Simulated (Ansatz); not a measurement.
Relaxed-ion elastic tensor of BeS in space group P6_422 (No. 181; Be on 3c, S on 3d) in GPa (Voigt order), plane-wave PAW r²SCAN (Ansatz code); density 2.53 g/cm³, 13.45 Å³ per atom.

|  | 1 | 2 | 3 | 4 | 5 | 6 |
|---|---|---|---|---|---|---|
| 1 | 203 | 55.0 | 48.6 | 0.0 | 0.0 | 0.0 |
| 2 | 55.0 | 203 | 48.6 | 0.0 | 0.0 | 0.0 |
| 3 | 48.6 | 48.6 | 224 | 0.0 | 0.0 | 0.0 |
| 4 | 0.0 | 0.0 | 0.0 | 68.5 | 0.0 | 0.0 |
| 5 | 0.0 | 0.0 | 0.0 | 0.0 | 68.5 | 0.0 |
| 6 | 0.0 | 0.0 | 0.0 | 0.0 | 0.0 | 73.9 |

### Question
Is the crystal mechanically stable?

### Answer
Yes: the smallest eigenvalue of C is 68.5 GPa.

### Question
Work out the Voigt, Reuss and Hill averages.

### Answer
K_V = 104, K_R = 104, K_H = 104; G_V = 74.0, G_R = 73.5, G_H = 73.8 GPa.

### Question
Give Young's modulus, Poisson's ratio, Pugh's ratio and the universal anisotropy index.

### Answer
E = 9KG/(3K + G) = 179 GPa; ν = 0.21; K/G = 1.41 (brittle by the Pugh limit of 1.75); A_U = 5G_V/G_R + K_V/K_R − 6 = 0.03.

### Question
Estimate the sound speeds and the Debye temperature.

### Answer
v_l = √((K + 4G/3)/ρ) = 8930 m/s, v_t = √(G/ρ) = 5400 m/s, mean 5960 m/s; Θ = (h/k)(3n/4πV)^(1/3) v_m = 747 K.

### Question
How much does each axis shrink under pressure?

### Answer
Linear compressibilities β_i = Σ_j S_ij (j = 1 to 3): x 3.3, y 3.3, z 3.0 per TPa.

The start of the workflow was typed in or built on a structure type; neither database checked (COD, Materials Project) lists it. COD files the formula under space group No. 216, so this cell is another polymorph or a model. Whether it is the stable phase at ambient conditions was not checked. The r²SCAN relaxation kept the symmetry of its start; its stability against distortions is not shown here.

Potentials: the earlier of the program's two PAW sets.
